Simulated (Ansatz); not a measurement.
A geometry of Si2Mo away from equilibrium: the start of the relaxation of a relaxed Si2Mo cell, doubled along one cell vector, shaken by Gaussian noise of σ = 0.08 Å a coordinate. The numbers are results of PBE (plane waves to 420 eV, PAW, scalar-relativistic; Ansatz, an electronic-structure program), not measurements. Γ-centred k-mesh 5×3×5 on the run's cell (coarser than for final values), Fermi–Dirac smearing 0.05 eV.

```xyz
12
Lattice="5.4010 0.0000 0.0000 0.0000 10.8021 0.0000 0.0000 0.0000 5.4010" Properties=species:S:1:pos:R:3 pbc="T T T"
Si     4.0445     4.0229     4.0676
Si     3.9801     9.3566     4.1622
Si     4.0543     1.3388     1.2554
Si     3.9595     6.7809     1.2422
Si     1.1890     4.1173     1.2310
Si     1.3498     9.5014     1.3599
Si     1.2322     1.2329     4.0657
Si     1.3760     6.7321     4.0510
Mo    -0.0454    -0.0351     0.0044
Mo     0.0088     5.4999    -0.0918
Mo     2.6841     2.7197     2.8525
Mo     2.7275     7.9667     2.7290
```

Question: Give the Cartesian forces on all atoms (eV/Å).

Answer: 
```csv
atom,Fx,Fy,Fz
Si1,0.97,0.71,0.86
Si2,-0.22,-0.32,-0.18
Si3,-1.11,1.36,1.36
Si4,0.57,-0.53,-0.61
Si5,1.56,-1.35,1.64
Si6,0.90,-0.87,0.92
Si7,1.13,1.17,-0.89
Si8,0.59,0.16,-0.35
Mo9,-0.43,-1.12,0.19
Mo10,-1.87,-0.36,0.23
Mo11,-1.52,-1.05,-2.53
Mo12,-0.55,2.21,-0.65
```

Question: What is the pressure?

Answer: +0.9 GPa, compression positive.

Question: How much energy per atom can still be gained by relaxing?

Answer: 1.47 eV/atom; the path ends in P1 (No. 1).

No spin polarisation in the result.

The end of the path is a generated cell of Si2Mo: the first start was made by placing the elements on the sites of a structure type, and the end was not matched to a known phase here, so it may be hypothetical. Known forms of Si2Mo include space group No. 139.
